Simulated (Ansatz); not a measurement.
Polymorphs of YGe2, each relaxed with r²SCAN (plane waves, PAW; program Ansatz):

A: P4/mmm
a = 3.9534 Å, b = 3.9534 Å, c = 4.4580 Å, α = 90.00°, β = 90.00°, γ = 90.00°

```
atom  site  symmetry       x       y       z
----  ----  --------  ------  ------  ------
Ge      2f      mmm.  0.0000  0.5000  0.0000
Y       1b     4/mmm  0.0000  0.0000  0.5000
```

B: I4_1/amd
a = b = 3.969 Å, c = 16.482 Å, α = β = γ = 90.00°

| atom | site | symmetry | x | y | z |
|---|---|---|---|---|---|
| Y | 4b | -4m2 | 0.0000 | 0.0000 | 0.5000 |
| Ge | 8e | 2mm. | 0.0000 | 0.0000 | 0.0784 |

Put the candidates in order of energy per atom at 0 K, lowest first, for r²SCAN.

B (+0 meV/atom), A (+39 meV/atom)

Constructed cells (a structure type filled with these elements, in neither database checked): A. Standing as an ambient phase not checked: B. All cells were relaxed under the symmetry of their starts (and spin orders); stability against distortions was not tested throughout. Rows with no word on spin ran without spin polarisation. Spin–orbit coupling is left out wherever it is not named.

Energies hold the estimated change up to a 700 eV cutoff; steps of a few meV lie near the error of the meshes.

Potentials: the later of the program's two PAW sets.
